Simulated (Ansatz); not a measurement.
## Equation of state of CsCu$_{2}$Br$_{3}$ and its gap

A database entry relaxed whole under r2SCAN (Cmcm):

```
Cs Cu Br
1.0
     4.82838   -6.30907    0.00000
     4.82838    6.30907    0.00000
     0.00000    0.00000    5.78413
Cs Cu Br
2 4 6
Direct
  0.32845 0.67155 0.25000
  0.67155 0.32845 0.75000
  0.86539 0.86539 0.00000
  0.13461 0.13461 0.50000
  0.13461 0.13461 0.00000
  0.86539 0.86539 0.50000
  0.87255 0.12745 0.25000
  0.12745 0.87255 0.75000
  0.83531 0.60947 0.25000
  0.16469 0.39053 0.75000
  0.60947 0.83531 0.75000
  0.39053 0.16469 0.25000
```

The cell was scaled uniformly, its shape held, and the atoms relaxed at each volume with plane-wave PAW DFT (Ansatz 0.2.0; r2SCAN, 500 eV, 4×4×6 Γ-centred mesh, fermi-dirac occupations of width 0.020 eV; no spin, no spin-orbit coupling). One row is withheld.

```
volume (Å³/atom)  energy over the lowest (meV/atom)  pressure (GPa)  gap over mesh and path (eV)
          27.605                                6.3            1.25                        1.969
          28.192                                2.6            0.76                        1.943
          28.779                                0.6            0.35                        1.918
          29.367                                0.0           -0.01                        1.895
          29.954                                0.6           -0.30                        1.873
          30.541                                  ?               ?                            ?
          31.129                                4.6           -0.76                        1.832
```

Question: Fit the pressures of the other rows to the third-order Birch-Murnaghan form.

Answer: With f = [(V₀/V)^(2/3) − 1]/2 and P = 3B₀f(1 + 2f)^(5/2)[1 + 3(B₀′ − 4)f/2], least squares gives V₀ = 29.36 Å³ an atom, B₀ = 16.2 GPa and B₀′ = 7.4; the rows miss the fit by less than 0.01 GPa. The slope of the energies differs from these pressures by less than 0.05 GPa.

Question: How does the gap move with volume?

Answer: A parabola in ln(V/V₀) through the other rows has the slope dE_g/d ln V = -1.1 eV at V₀, so by B₀ the gap moves by +70 meV a GPa at this fixed shape: it widens under pressure.

Question: What does the withheld row hold?

Answer: The fit gives -0.55 GPa at 30.541 Å³; the run gave -0.55 GPa and 2.1 meV an atom. Its gap is 1.852 eV, against 1.852 eV from the parabola.

Caveats: the shape of the cell was held, so B₀ is an upper bound where the axes differ in stiffness; 0 K, fixed nuclei; the symmetry was kept, and this need not be the phase that is stable at 0 K; one mesh for all volumes; r2SCAN gaps lie as a rule under measured ones; the slope of the gap can be off by tens of per cent, more where shallow d levels or spin-orbit coupling act on the edges; no spin-orbit coupling, which narrows gaps of heavier elements; pressure is positive in compression.
